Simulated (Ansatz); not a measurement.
# CsAs: reading a single point

```xyz
6
Lattice="4.7624 0.0000 0.0000 -2.3812 4.1243 0.0000 0.0000 0.0000 10.9133" Properties=species:S:1:pos:R:3 pbc="T T T"
As    0.7937    1.3748    0.0000
As    3.1749    0.0000    7.2755
As   -1.5875    2.7496    3.6378
Cs    0.7937    1.3748    5.4567
Cs    3.1749    0.0000    1.8189
Cs   -1.5875    2.7496    9.0944
```

The numbers come from plane-wave PAW DFT (Ansatz): r2SCAN, no spin polarisation, 500 eV, 8×8×3 Γ-centred k points, fermi-dirac occupations (width 0.1 eV). Nothing was relaxed.

Question: What is the formation energy?

Answer: 0.72 eV an atom against the elements' usual phases (free molecules for gases, crystals otherwise, with no correction for O₂ or N₂), so at this geometry it isn't bound against them. Relaxing would lower it.

Question: Are the atoms at rest?

Answer: The forces vanish by the symmetry of the sites.

Question: How is the charge shared?

Answer: Bader charges in e: Cs +0.64, As -0.64. In the mean Cs gives up most and As takes most.

Question: Is there a gap?

Answer: It is a metal on this mesh, though the bands barely overlap, with about 13 states/eV a cell as the mean within 0.25 eV of the Fermi level, mostly As p (89 %).

Origin: a known structure type with other elements, at an estimated volume, so it need not be a known compound. Caveats: many states at the Fermi level without spin polarisation, so a magnetic state may lie lower; the Fermi level lies in a narrow band between gaps, which spin or distortion may split.
